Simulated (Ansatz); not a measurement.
InSb:
```cif
data_In2Sb2
_chemical_formula_sum 'In2 Sb2'
_space_group_name_H-M_alt 'P63/mmc'
_space_group_IT_number 194
_space_group_name_Hall '-P 6c 2c'
_cell_length_a 4.26070
_cell_length_b 4.26070
_cell_length_c 7.45851
_cell_angle_alpha 90.000
_cell_angle_beta 90.000
_cell_angle_gamma 120.000
loop_
_atom_site_label
_atom_site_type_symbol
_atom_site_symmetry_multiplicity
_atom_site_Wyckoff_symbol
_atom_site_fract_x
_atom_site_fract_y
_atom_site_fract_z
_atom_site_occupancy
In1 In 2 a 0.00000 0.00000 0.00000 1
Sb1 Sb 2 c 0.33333 0.66667 0.25000 1
```

Relaxed at zero pressure with the program Ansatz at the PBE level (PAW).

Q: The volume is raised by 9 % and shape and atoms relax at that volume. What pressure results, and how do the axes share the change?

A: -3.2 GPa; a 3.5 %, b 3.5 %, c 1.8 %; the energy rises by 29 meV/atom.

Q: Give the new structure.

A: 
Space group P6₃/mmc (No. 194); a = b = 4.408 Å, c = 7.596 Å, α = β = 90.00°, γ = 120.00°

| atom | site | symmetry | x | y | z |
|---|---|---|---|---|---|
| In | 2a | -3m. | 0.0000 | 0.0000 | 0.0000 |
| Sb | 2c | -6m2 | 0.3333 | 0.6667 | 0.2500 |

The phase is kept; no other phase was compared at this pressure.

Space group P6_3/mmc (NiAs type). The start of the workflow was typed in or built on a structure type; neither database checked (COD, Materials Project) lists it. It is not the phase usual at ambient conditions (space group No. 216). The cell was relaxed with PBE under the symmetry of its start; whether a distortion lowers the energy is not shown. Scalar-relativistic: spin–orbit coupling is off unless named, which matters more the heavier the elements.

Potentials: the later of the program's two PAW sets.
